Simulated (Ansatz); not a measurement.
InBi (zinc blende, space group No. 216) at seven volumes, the program Ansatz at the PBEsol level (PAW), scaled uniformly. One row is withheld.

| V (Å³/atom) | P (GPa) |
|---|---|
| 34.535 | ? |
| 35.674 | 2.56 |
| 36.812 | 1.17 |
| 37.951 | 0.00 |
| 39.089 | -0.98 |
| 40.228 | -1.81 |
| 41.366 | -2.50 |

Problem. Fit the shown pressures and predict the withheld one.

Solution. P = (3/2)B₀(x^(7/2) − x^(5/2))[1 + (3/4)(B′ − 4)(x − 1)] with x = (V₀/V)^(2/3). Least squares on the six rows gives V₀ = 37.951 Å³/atom, B₀ = 35.7 GPa, B′ = 4.79. At V = 34.535, x = 1.0649 and P = 4.22 GPa. The run itself gave 4.22 GPa.

Space group F-43m (zinc blende). The first step of the workflow began from a Materials Project structure, measured or hypothetical; the Crystallography Open Database copy checked does not list it. COD files the formula under space group No. 129, so this cell is another polymorph or a model. With In and Bi taken as one species the cell has the higher symmetry Fd-3m, so it may be an ordered model of a mixed-site phase. Its standing as an ambient phase is unchecked. Symmetry was held in the PBEsol relaxation; of distortions, only those at the zone centre were tested. Spin–orbit coupling is left out wherever it is not named.

Potentials: the later of the program's two PAW sets.
